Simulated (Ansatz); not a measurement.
CdS (zinc blende), relaxed and computed with several functionals in Ansatz (plane waves, PAW).

```csv
functional,a (Å),gap (eV),B₀ by P(V) fit (GPa)
PBE,___,___,___
HSE06,5.886,2.10,59.4
r²SCAN,5.878,1.54,60.5
```

### Question
Complete the blanks.

### Answer

- PBE, a (Å): 5.927
- PBE, gap (eV): 1.04
- PBE, B₀ by P(V) fit (GPa): 53.4

All cells were relaxed under the symmetry of their starts (and spin orders); stability against distortions was not tested throughout. Spin–orbit coupling is left out wherever it is not named.

Potentials: the later of the program's two PAW sets.

Ansatz (a program for electronic structure) is a plane-wave DFT program.
